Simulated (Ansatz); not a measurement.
Data:

VN:
```xyz
2
Lattice="0.0000 2.0211 2.0211 2.0211 0.0000 2.0211 2.0211 2.0211 0.0000" Properties=species:S:1:pos:R:3 pbc="T T T"
V      0.0000     0.0000     0.0000
N      2.0211     2.0211     2.0211
```

This is the LDA-relaxed structure.

### Question
All from the program Ansatz at the LDA level (PAW), unless another level is named. Predict the electronic character.

### Answer
metallic (no gap).

### Question
Predict the density of states at the Fermi level.

### Answer
0.83 states/eV per atom (mean over ±0.08 eV).

### Question
Predict the formation energy from the elements (no fitted shifts).

### Answer
-1.34 eV/atom.

Space group Fm-3m (rock salt). Symmetry was held in the LDA relaxation; of distortions, only those at the zone centre were tested. No spin polarisation was allowed. The references are the lowest solids computed at this level, not always the standard phases (solids in place of the gases).

Potentials: the later of the program's two PAW sets.
